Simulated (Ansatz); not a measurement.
PbC6:
```
CELL_PARAMETERS angstrom
      4.23051     0.00000     0.00000
     -2.11525     3.66373     0.00000
      0.00000     0.00000     6.54225
ATOMIC_POSITIONS crystal
  C  0.33342 0.33342 0.00000
  C  0.66658 0.00000 0.00000
  C  0.00000 0.66658 0.00000
  C  0.33342 0.00000 0.00000
  C  0.66658 0.66658 0.00000
  C  0.00000 0.33342 0.00000
  Pb 0.00000 0.00000 0.50000
```

This is the r²SCAN+D4-relaxed structure.

Task: All from r²SCAN+D4 (plane waves, PAW; program Ansatz), unless another level is named. Estimate the formation energy from the elements (no fitted shifts).

Result: 0.22 eV/atom.

Task: Predict the density of states at the Fermi level.

Result: 0.20 states/eV per atom (mean over ±0.08 eV).

Task: What about the gap with spin–orbit coupling?

Result: none (metallic).

Space group P6/mmm. A made-up cell: these elements were put on the sites of a structure type; neither database checked (COD, Materials Project) lists it. Whether it is the stable phase at ambient conditions was not checked. The cell was relaxed with r²SCAN+D4 under the symmetry of its start; its stability against distortions is not shown here. The references are the lowest solids computed at this level, not always the standard phases. Scalar-relativistic: spin–orbit coupling is off unless named, which matters more the heavier the elements.

Potentials: the later of the program's two PAW sets.
